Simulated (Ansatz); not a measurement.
Nb$_{6}$ZnAu$_{2}$: relaxation (Ansatz)

Launch command:

```bash
ansatz run input.yaml --threads 2 --pin off --max-ram 3584MiB --backend cpu --events-out ev --progress --plain --runs-dir out
```

The input file (Ansatz 0.2.0, plane waves):

```yaml
crystal:
  lattice:
    - [0.0, 5.02585, 0.0]
    - [4.626595, -2.512925, 0.0]
    - [1.200895, 0.0, -8.469695]
  atoms:
    - { symbol: Au, position: [0.14474, 0.28948, 0.75097] }
    - { symbol: Au, position: [0.85526, 0.71052, 0.24903] }
    - { symbol: Zn, position: [0.0, 0.0, 0.0] }
    - { symbol: Nb, position: [0.4703, 0.9406, 0.7247] }
    - { symbol: Nb, position: [0.5297, 0.0594, 0.2753] }
    - { symbol: Nb, position: [0.2926, 0.5852, 0.0705] }
    - { symbol: Nb, position: [0.7074, 0.4148, 0.9295] }
    - { symbol: Nb, position: [0.1736, 0.3472, 0.4092] }
    - { symbol: Nb, position: [0.8264, 0.6528, 0.5908] }
  symmetry: { tolerance: 0.0003 }
kpoints:
  mp_grid: { grid: [4, 4, 3], shift: [0, 0, 0] }
magnetization:
  spin_polarized: false
scf:
  occupations: { method: fermi_dirac }
  lower_state_search: "off"
hamiltonian:
  pseudopotentials: { kind: paw }
  xc: pbesol
basis:
  ecutwfc: 420
  fft_grid_basis: typed
relax:
  max_steps: 60
  cell: { p_target: 0.0 }
output:
  forces: true
  stress: true
  eigenvalues: true
  populations: true
  elf: true
  write_potential: true
  volumetric_format: npy
  dos:
    e_range: [-12, 8]
    de: 0.05
    projected: { site_lists: { Au: [Au], Nb: [Nb], Zn: [Zn] } }
  bader: false
checkpoint:
  read: saved_state
```

Origin of the cell: a known structure type with other elements, at an estimated volume, so it need not be a known compound.

The smearing width isn't typed, so it takes its default of 0.1 eV.

The saved state is a converged single point of the same cell.

Output (shortened):

```
SCF iter   1: F=—  HF=-56262.102133 eV  Δρ=1.72e-3  dr2=2.64e-2
SCF iter   2: F=—  HF=-56262.100912 eV  Δρ=9.16e-4  dr2=7.36e-3
SCF iter   3: F=—  HF=-56262.100277 eV  Δρ=2.89e-4  dr2=3.77e-4
SCF iter   4: F=—  HF=-56262.100241 eV  Δρ=2.25e-4  dr2=6.51e-5
SCF iter   5: F=—  HF=-56262.100188 eV  Δρ=4.92e-5  dr2=5.27e-6
SCF iter   6: F=—  HF=-56262.100187 eV  Δρ=9.31e-6  dr2=2.62e-7
SCF iter   7: F=-56262.100187 eV  HF=-56262.100187 eV  Δρ=2.52e-6  dr2=1.44e-8
relax step   1: F+E_penalty+E_count = -56262.100187 eV  Δ(F+E_penalty+E_count) = +0.000e0 eV  max|allowed force component| = 1.939e0 eV/Å  Δτ_max = 0.0000 Å  P = -22.043 GPa  Ω = 196.942 Å³ […]
relax step   2: F+E_penalty+E_count = -56265.307242 eV  Δ(F+E_penalty+E_count) = -3.207e0 eV  max|allowed force component| = 1.145e0 eV/Å  Δτ_max = 0.1076 Å  P = -11.187 GPa  Ω = 172.295 Å³ […]
relax step   3: F+E_penalty+E_count = -56265.919180 eV  Δ(F+E_penalty+E_count) = -6.119e-1 eV  max|allowed force component| = 4.664e-1 eV/Å  Δτ_max = 0.1026 Å  P = +6.190 GPa  Ω = 154.330 Å³ […]
relax step   4: F+E_penalty+E_count = -56265.996301 eV  Δ(F+E_penalty+E_count) = -7.712e-2 eV  max|allowed force component| = 4.160e-1 eV/Å  Δτ_max = 0.2000 Å  P = -0.561 GPa  Ω = 159.549 Å³ […]
relax step   5: F+E_penalty+E_count = -56266.071727 eV  Δ(F+E_penalty+E_count) = -7.543e-2 eV  max|allowed force component| = 6.560e-2 eV/Å  Δτ_max = 0.0677 Å  P = -0.255 GPa  Ω = 159.221 Å³ […]
relax step   6: F+E_penalty+E_count = -56266.069845 eV  Δ(F+E_penalty+E_count) = +1.882e-3 eV  max|allowed force component| = 1.380e-1 eV/Å  Δτ_max = 0.0386 Å  P = -0.212 GPa  Ω = 159.373 Å³ […]
relax step   7: F+E_penalty+E_count = -56266.076404 eV  Δ(F+E_penalty+E_count) = -4.677e-3 eV  max|allowed force component| = 1.531e-2 eV/Å  Δτ_max = 0.0188 Å  P = +0.018 GPa  Ω = 159.025 Å³ […]
relax step   8: F+E_penalty+E_count = -56266.083064 eV  Δ(F+E_penalty+E_count) = -6.659e-3 eV  max|allowed force component| = 7.685e-2 eV/Å  Δτ_max = 0.0400 Å  P = -0.140 GPa  Ω = 159.147 Å³ […]
relax step   9: F+E_penalty+E_count = -56266.092079 eV  Δ(F+E_penalty+E_count) = -9.015e-3 eV  max|allowed force component| = 1.054e-1 eV/Å  Δτ_max = 0.0351 Å  P = +0.230 GPa  Ω = 158.804 Å³ […]
relax step  10: F+E_penalty+E_count = -56266.110975 eV  Δ(F+E_penalty+E_count) = -1.890e-2 eV  max|allowed force component| = 1.661e-1 eV/Å  Δτ_max = 0.0544 Å  P = +0.192 GPa  Ω = 158.815 Å³ […]
relax step  11: F+E_penalty+E_count = -56266.211509 eV  Δ(F+E_penalty+E_count) = -1.005e-1 eV  max|allowed force component| = 2.416e-1 eV/Å  Δτ_max = 0.1405 Å  P = +0.006 GPa  Ω = 158.931 Å³ […]
relax step  12: F+E_penalty+E_count = -56266.244614 eV  Δ(F+E_penalty+E_count) = -3.311e-2 eV  max|allowed force component| = 8.480e-1 eV/Å  Δτ_max = 0.1950 Å  P = +0.763 GPa  Ω = 159.086 Å³ […]
relax step  13: F+E_penalty+E_count = -56266.321932 eV  Δ(F+E_penalty+E_count) = -7.732e-2 eV  max|allowed force component| = 1.886e-1 eV/Å  Δτ_max = 0.1028 Å  P = -0.838 GPa  Ω = 160.029 Å³ […]
relax step  14: F+E_penalty+E_count = -56266.335238 eV  Δ(F+E_penalty+E_count) = -1.331e-2 eV  max|allowed force component| = 6.386e-2 eV/Å  Δτ_max = 0.0350 Å  P = +0.179 GPa  Ω = 159.258 Å³ […]
relax step  15: F+E_penalty+E_count = -56266.337061 eV  Δ(F+E_penalty+E_count) = -1.823e-3 eV  max|allowed force component| = 4.533e-2 eV/Å  Δτ_max = 0.0162 Å  P = -0.046 GPa  Ω = 159.514 Å³ […]
relax step  16: F+E_penalty+E_count = -56266.337474 eV  Δ(F+E_penalty+E_count) = -4.124e-4 eV  max|allowed force component| = 1.479e-2 eV/Å  Δτ_max = 0.0082 Å  P = -0.051 GPa  Ω = 159.584 Å³ […]
relax step  17: F+E_penalty+E_count = -56266.337706 eV  Δ(F+E_penalty+E_count) = -2.320e-4 eV  max|allowed force component| = 1.096e-2 eV/Å  Δτ_max = 0.0027 Å  P = +0.074 GPa  Ω = 159.477 Å³ […]
relax step  18: F+E_penalty+E_count = -56266.337777 eV  Δ(F+E_penalty+E_count) = -7.152e-5 eV  max|allowed force component| = 4.999e-3 eV/Å  Δτ_max = 0.0023 Å  P = +0.005 GPa  Ω = 159.562 Å³ […]
relax step  19: F+E_penalty+E_count = -56266.332569 eV  Δ(F+E_penalty+E_count) = +5.208e-3 eV  max|allowed force component| = 4.854e-3 eV/Å  Δτ_max = 0.0000 Å  P = -0.006 GPa  Ω = 159.562 Å³  stress off target by 1.86e-2 GPa […]
SCF 19 converged in 7 iterations: F = -56266.332569 eV  dr2 = 2.76e-11
basis re-selected at this cell: Δ(F+E_penalty+E_count) = +5.208e-3 eV, ΔP = -0.011 GPa vs the last step (what re-selecting the basis moved, of the pressure what is left beyond the Pulay corre […]
SCF converged after 7 iterations
Free energy (F): -56266.332569 eV
Harris-Foulkes:  -56266.332569 eV  (|F-HF|=1.46e-11)
Internal energy: -56265.998347 eV  (E = F + TS)
E sigma→0 (E₀):  -56266.165458 eV
Entropy (-TS):   -0.334222 eV (-37.136 meV/atom)
Fermi energy:    17.647757 eV
--- Per-component energies (eV) ---
  E_band       = -882.737620
  E_kinetic    = 3707.950407
  E_local      = -10053.291720  (includes V_loc(G=0)·N_el)
  E_nonlocal   = 1486.952863
  E_hartree    = 3808.350991
  E_xc         = -1638.810398
  E_vxc        = -1880.827819  (∫ρ·V_xc dr)
  E_paw        = -39018.696955  (= ΣΔE_a)
  E_vpaw       = -1760.225776  (= ΣTr[D̂ρ^β])
  E_aug_tail   = 0.002373  (compensation charges beyond the density's cutoff)
  E_ewald      = -14561.004476
  E_core_change = 2.548567  (= ΣΔE_core)
  E_smearing   = -0.334222  (= −TS)
  Σ components = -56266.332569   (vs F -56266.332569, Δ=0.00e0)
--- Forces (eV/Å), atoms counted from 1 ---
  atom   1  Au     0.001082     0.000000    -0.004854
  atom   2  Au    -0.001082     0.000000     0.004854
  atom   3  Zn     0.000000     0.000000     0.000000
  atom   4  Nb    -0.001944     0.000000    -0.002286
  atom   5  Nb     0.001944     0.000000     0.002286
  atom   6  Nb     0.000240     0.000000    -0.002456
  atom   7  Nb    -0.000240     0.000000     0.002456
  atom   8  Nb    -0.002304     0.000000     0.000442
  atom   9  Nb     0.002304     0.000000    -0.000442
  max |Σ_I F_I| component: 0.00e0 eV/Å
--- Stress (GPa, compression-positive) ---
       -0.018068       0.000000       0.003674
        0.000000      -0.008755       0.000000
        0.003674       0.000000       0.009285
  P = ⅓ Tr σ = -0.0058 GPa (-0.058 kbar)
--- Relaxed structure (18 steps of the walk, 17 accepted, 1 SCFs on fresh bases) ---
  F+E_penalty+E_count = -56266.332569 eV   max|allowed force component| = 4.854e-3 eV/Å   (the final SCF, on the basis selected at the relaxed cell)
  cell:  # Å, volume = 159.5622 Å³
    - [0.0, 4.697900, 0.0]
    - [4.163713, -2.348950, 0.196342]
    - [0.721314, 0.0, -8.123270]
  atoms:
    - { symbol: Au, position: [0.173707, 0.347414, 0.748196] }
    - { symbol: Au, position: [0.826293, 0.652586, 0.251804] }
    - { symbol: Zn, position: [1.613e-19, 3.227e-19, -2.503e-19] }
    - { symbol: Nb, position: [0.492135, 0.984271, 0.664103] }
    - { symbol: Nb, position: [0.507865, 0.015729, 0.335897] }
    - { symbol: Nb, position: [0.334448, 0.668897, 0.052118] }
    - { symbol: Nb, position: [0.665552, 0.331103, 0.947882] }
    - { symbol: Nb, position: [0.169070, 0.338141, 0.425234] }
    - { symbol: Nb, position: [0.830930, 0.661859, 0.574766] }
--- Löwdin populations: 9 sites ---
  site symbol       q [e]
     0     Au     18.4013
     1     Au     18.4013
     2     Zn     10.9248
     3     Nb     13.1141
     4     Nb     13.1141
     5     Nb     13.4110
     6     Nb     13.4110
     7     Nb     13.0856
     8     Nb     13.0856
  spilling = 0.008210 (of n_electrons = 128.000000)
```

Before:

Space group C2/m (No. 12); the run's cell has a = 5.026 Å, b = 5.265 Å, c = 8.554 Å, α = 82.91°, β = 90.00°, γ = 118.51°. Shortest distances: Au–Zn 2.35 Å, Nb–Zn 2.86 Å, Au–Nb 2.90 Å, Nb–Nb 2.94 Å.

After:

Space group C2/m (No. 12); the run's cell has a = 4.698 Å, b = 4.785 Å, c = 8.155 Å, α = 87.93°, β = 90.00°, γ = 119.40°. Shortest distances: Au–Zn 2.46 Å, Au–Nb 2.64 Å, Nb–Nb 2.67 Å, Nb–Zn 2.75 Å.

```yaml
Free_energy_lowered_by: 470.3 meV/atom
Volume_change: -18.98 %
Final_pressure: -0.01 GPa
Relaxation_steps_listed: 19
```

Caveats: no moments, though an odd count or open d shells may carry them; no spin-orbit coupling, though heavy elements are present; the k mesh is coarse if the cell is a metal; the relaxation held the start's symmetry, so the end may be a saddle point.

The run took 3.2 min on 2 threads of Arm Neoverse V2 (shared host), peak memory 0.67 GiB, from a saved density.
